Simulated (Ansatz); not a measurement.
Method: Ansatz 0.2.0, DFT PBE, scalar-relativistic, plane waves, PAW. All cells share a 420 eV cutoff and Γ-centred k meshes spaced at most about 0.3 Å⁻¹ (about 0.25 or finer for metals, 2π included). Collinear spin in cells that started with moments and kept them past the coarse steps, no spin elsewhere.

These are static total energies at zero pressure.

Two forms of ScRu3 were relaxed alike.

A. (site moments under 0.1 μB)

```yaml
crystal:
  lattice:
    - [3.92627, 0.00000, 0.00000]
    - [0.00000, 3.92627, 0.00000]
    - [0.00000, 0.00000, 3.92627]
  atoms:
    - { symbol: Sc, position: [0.00000, 0.00000, 0.00000] }
    - { symbol: Ru, position: [0.00000, 0.50000, 0.50000] }
    - { symbol: Ru, position: [0.50000, 0.00000, 0.50000] }
    - { symbol: Ru, position: [0.50000, 0.50000, 0.00000] }
```

B. (no spin)

```yaml
crystal:
  lattice:
    - [-1.93712, 1.93712, 4.03772]
    - [1.93712, -1.93712, 4.03772]
    - [1.93712, 1.93712, -4.03772]
  atoms:
    - { symbol: Sc, position: [0.00000, 0.00000, 0.00000] }
    - { symbol: Ru, position: [0.75000, 0.25000, 0.50000] }
    - { symbol: Ru, position: [0.25000, 0.75000, 0.50000] }
    - { symbol: Ru, position: [0.50000, 0.50000, 0.00000] }
```

Question: Which placement of the atoms is lower in energy, and by how much?

Answer: They are level within the accuracy (under 1 meV/atom apart). The two share one framework of sites and differ in which element sits where. A has the Cu3Au (L1_2) type, space group Pm-3m (No. 221), 15.1 Å³/atom and no gap on its mesh; B has the TiAl3 (D0_22) type, space group I4/mmm (No. 139), 15.2 Å³/atom and no gap. Counting all near atoms (those within 1.25 times the shortest distance at each site), A and B both have Sc 12, Ru 12. Origin: A is a Materials Project cell, relaxed; B is a Materials Project cell, relaxed.

The k mesh leaves some 4 meV/atom of noise in the energy of each metallic cell.
